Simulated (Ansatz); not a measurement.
GaP (zinc blende)

```xyz
4
Lattice="0.0000 5.4514 5.4514 2.7257 0.0000 2.7257 2.7257 2.7257 0.0000" Properties=species:S:1:pos:R:3 pbc="T T T"
P      4.0885     4.0885     4.0885
P      4.0885     6.8142     6.8142
Ga     0.0000     0.0000     0.0000
Ga     2.7257     5.4514     2.7257
```

A phonon eigenvector at L = (0.5, 0.0, 0.0) is frozen into this cell: atom i moves by Q times the vector below, so Q is the largest atomic displacement, in Å. The cell is held. It is one choice among 2 degenerate patterns. (q is in reciprocal vectors of the primitive cell; the cell shown is doubled to hold the pattern.)

| atom | x | y | z |
|---|---|---|---|
| P1 | 0.285 | -0.520 | 0.805 |
| P2 | -0.285 | 0.520 | -0.805 |
| Ga3 | 0.112 | -0.204 | 0.315 |
| Ga4 | -0.112 | 0.204 | -0.315 |

These are r2SCAN (plane waves to 500 eV, PAW, scalar-relativistic; Ansatz, a quantum-chemistry and plane-wave program) values and carry that method's errors. k mesh 5×10×10 (Γ-centred), Fermi-Dirac smearing 0.05 eV. GaP was relaxed with its symmetry unable to fall.

At one point of the scan the forces (eV/Å) are:

```
atom      Fx      Fy      Fz
----  ------  ------  ------
P1    -0.193   0.645  -1.086
P2     0.666  -0.903   1.264
Ga3   -0.616   0.813  -1.124
Ga4    0.143  -0.555   0.946
```

**Question.** Which point is it?
A. Q = 0.017 Å
B. Q = 0.083 Å
C. Q = 0.100 Å
D. Q = 0.067 Å

**Answer.** C, Q = 0.100 Å

(For displaced atoms, the force is minus the slope of the energy, and its curvature is a force constant, which sets phonon frequencies.)
